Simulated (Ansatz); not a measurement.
AlP:
```yaml
crystal:
  lattice:
    - [3.82118, 0.00000, 0.00000]
    - [-1.91059, 3.30924, 0.00000]
    - [0.00000, 0.00000, 8.63246]
  atoms:
    - { symbol: Al, position: [0.50000, 0.00000, 0.50000] }
    - { symbol: Al, position: [0.00000, 0.50000, 0.16667] }
    - { symbol: Al, position: [0.50000, 0.50000, 0.83333] }
    - { symbol: P, position: [0.50000, 0.00000, 0.00000] }
    - { symbol: P, position: [0.00000, 0.50000, 0.66667] }
    - { symbol: P, position: [0.50000, 0.50000, 0.33333] }
```

x, y and z are the axes in which the lattice vectors are written.

**Question.** Give the high-frequency dielectric tensor and the Born effective charge tensors of the independent atoms from DFPT, DFT-PBEsol in the program Ansatz with PAW potentials.

**Answer.** 
ε∞:
```
12.6  0.00  0.00
0.00  12.6  0.00
0.00  0.00  14.0
```
Z* of atom 1 (Al), rows: field, columns: displacement, in e:
```
2.26  0.00  0.00
0.00  3.20  0.00
0.00  0.00  2.64
```
Z* of atom 4 (P), rows: field, columns: displacement, in e:
```
-2.39   0.00   0.00
 0.00  -3.07   0.00
 0.00   0.00  -2.64
```

Space group P6_222. The start of the workflow was typed in or built on a structure type; neither database checked (COD, Materials Project) lists it. It is not the phase usual at ambient conditions (space group No. 216). Symmetry was held in the PBEsol relaxation; its stability against distortions is not shown here.

Potentials: the later of the program's two PAW sets.
